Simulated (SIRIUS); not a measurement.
Set-up for a self-consistent single point of Cd4TeSe3 (P1, 8 atoms in the cell; from Materials Project mp-1226768, changed as shown).

```yaml
crystal:
  lattice:
    - [4.46935, 0.00000, 0.00000]
    - [0.00000, 8.96146, 0.00000]
    - [0.00000, 0.00000, 6.26811]
  atoms:
    - { symbol: Cd, position: [0.98702, 0.23339, 0.01187] }
    - { symbol: Cd, position: [0.99432, 0.76452, 0.99530] }
    - { symbol: Cd, position: [0.51710, 0.99522, 0.49834] }
    - { symbol: Cd, position: [0.49696, 0.50823, 0.48411] }
    - { symbol: Te, position: [0.01837, 0.49340, 0.75699] }
    - { symbol: Se, position: [0.47824, 0.24205, 0.25441] }
    - { symbol: Se, position: [0.50006, 0.75812, 0.24960] }
    - { symbol: Se, position: [0.00794, 0.00507, 0.74939] }
```

Method: PBEsol, GBRV PBEsol ultrasoft pseudopotentials (plane waves; SIRIUS).

SIRIUS settings:

* **parameters.ngridk**: 4 2 2
* **parameters.xc_functionals**: [XC_GGA_X_PBE_SOL, XC_GGA_C_PBE_SOL]
* **parameters.gk_cutoff**: 6.325 1/bohr
* **parameters.pw_cutoff**: 14.143 1/bohr
* **parameters.smearing**: fermi_dirac
* **parameters.smearing_width**: 0.000367493 Ha
* **potentials**: GBRV PBEsol ultrasoft pseudopotentials
* **parameters.electronic_structure_method**: pseudopotential
* **parameters.num_bands**: 43
* **parameters.num_mag_dims**: 0
* **parameters.num_dft_iter**: 100
* **parameters.energy_tol**: 1e-07 Ha
* **parameters.density_tol**: 1e-06
* **mixer.type**: anderson
* **mixer.beta**: 0.7
* **mixer.use_hartree**: true

Results:

| Quantity | Value |
|---|---|
| Number of valence electrons | 72 |
| Number of bands | 43 |
| Number of k-points after the program's reduction | 12 |
| Number of plane waves (most at a k-point) | 7288 |
| Number of SCF iterations | 15 |
| FFT grid | 45 × 80 × 60 |
| Free energy E − TS | -8361.4244 eV |
| Gap on the k-point mesh | 0.23 eV |
| Pressure | -2.41 GPa |
| Largest force (vector length) | 0.587 eV/Å |

Forces (eV/Å):
```json
[
 {"atom": "Cd1", "Fx": "-0.162", "Fy": "0.075", "Fz": "0.239"},
 {"atom": "Cd2", "Fx": "0.052", "Fy": "-0.095", "Fz": "0.164"},
 {"atom": "Cd3", "Fx": "-0.089", "Fy": "0.216", "Fz": "0.177"},
 {"atom": "Cd4", "Fx": "0.406", "Fy": "-0.217", "Fz": "-0.210"},
 {"atom": "Te5", "Fx": "-0.523", "Fy": "0.265", "Fz": "0.032"},
 {"atom": "Se6", "Fx": "0.319", "Fy": "0.151", "Fz": "0.045"},
 {"atom": "Se7", "Fx": "-0.020", "Fy": "-0.132", "Fz": "-0.220"},
 {"atom": "Se8", "Fx": "0.016", "Fy": "-0.264", "Fz": "-0.226"}
]
```

Stress (GPa, positive for compression):
```
-2.62   0.05  -0.26
 0.05  -2.23  -0.01
-0.26  -0.01  -2.39
```

Gaps are taken between levels on the mesh.

For comparison: a first run was changed to give this one (atoms moved at random), and from it to this one the free energy goes up by 10.2 meV/atom, the pressure goes from -2.52 to -2.41 GPa, the largest force goes from 0.060 to 0.587 eV/Å and the gap on the mesh goes from 0.205 to 0.227 eV.

Spin-orbit coupling is left out, which matters for bands and gaps with elements this heavy. The structure comes from a collection of computed structures, made at another level of theory; the collection holds predicted forms beside known ones.

Cost on one core: roughly 70 core-seconds.
